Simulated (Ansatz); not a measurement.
# Cu3Pd, one cell by several methods

```yaml
crystal:
  lattice:
    - [3.62153, 0.00000, 0.00000]
    - [0.00000, 3.62153, 0.00000]
    - [0.00000, 0.00000, 3.58431]
  atoms:
    - { symbol: Cu, position: [0.00000, 0.50000, 0.50000] }
    - { symbol: Cu, position: [0.50000, 0.00000, 0.50000] }
    - { symbol: Cu, position: [0.50000, 0.50000, 0.00000] }
    - { symbol: Pd, position: [0.00000, 0.00000, 0.00000] }
```

Atom numbers follow the list: Cu1, Cu2, Cu3, Pd4.

The conventional cell has a = 3.622 Å, b = 3.622 Å, c = 3.584 Å, α = 90.00°, β = 90.00°, γ = 90.00°. Cu (atom 1) is surrounded by 8 Cu at 2.55 to 2.56 Å and 4 Pd at 2.55 Å. Cu (atom 3) is surrounded by 8 Cu at 2.55 Å and 4 Pd at 2.56 Å. Pd (atom 4) is surrounded by 12 Cu at 2.55 to 2.56 Å.

The geometry is COD entry 1525112, unchecked; take it as a test cell. The listed cell was then made from it by scaling, straining or moving an atom.

Spin polarisation is left out, and whether a magnetic state lies lower isn't shown here.

Levels of theory: DFT, PBEsol, PAW with Ansatz's default frozen-core files, scalar-relativistic (Ansatz 0.2.0); DFT, PBEsol, all-electron LAPW, scalar-relativistic (Ansatz 0.2.0).

For PAW: a Γ-centred 11×11×11 k mesh, Fermi–Dirac smearing of 0.05 eV, cutoff 420 eV, no spin polarisation; the PAW files were made with PBE, and the program remakes their frozen cores for this functional. LAPW targets a basis error of 1 meV/atom. The Ansatz runs share mesh, smearing and spin set-up. Plane-wave (PAW) pressures include the program's estimate of the Pulay term.

Stress and pressure are positive in compression.

The change that made this cell: volume scaled by 0.94.

PAW results:

| quantity | PAW |
| --- | --- |
| pressure (GPa) | 7.37 |
| stress xx (GPa) | 7.13 |
| stress zz (GPa) | 7.86 |

(1) What does LAPW (all electrons) give for the same quantities?

Answers

(1) 
| quantity | LAPW |
| --- | --- |
| pressure (GPa) | 7.36 |
| stress xx (GPa) | 7.11 |
| stress zz (GPa) | 7.85 |
